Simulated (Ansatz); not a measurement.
# Si₇Mo: rattling a relaxed structure

It was reached by relaxing an invented guess, and it needn't be the stable form of this composition.

All numbers below come from DFT PBE, scalar-relativistic, plane waves, PAW (Ansatz 0.2.0). Settings: cutoff 420 eV, Γ-centred mesh 8×8×4 on the computed 8-atom cell, Gaussian smearing of 0.10 eV; no spin polarisation.

The cell below (8 atoms, space group C222 (No. 21)) is relaxed within its symmetry.

```
Si Mo
1.0
     2.45757   -2.73894    0.00665
     2.45757    2.73894    0.00665
    -0.02397    0.00000    9.22018
Si Mo
7 1
Direct
  0.42337 0.08251 0.74861
  0.91749 0.57663 0.25139
  0.98733 0.50721 0.74863
  0.49279 0.01267 0.25137
  0.70513 0.29487 0.00000
  0.70536 0.79466 0.53785
  0.20534 0.29464 0.46215
  0.20514 0.79486 0.00000
```

For the test it was strained at random (σ = 1.5 % a component), the atoms were moved at random (σ = 0.10 Å), and all was relaxed again on a coarse 6×6×4 mesh (in the run’s order of axes) with 0.20 eV smearing, with no symmetry imposed.

Question: Does it come back?

Answer: It returns, within 1 meV/atom of the unmoved cell on that mesh and with the same symmetry when read at 0.1 Å (C2 at 0.01 Å, so small strains and shifts remain). No instability shows in this cell; modes of other wave vectors, which need another repeat, aren't tested.
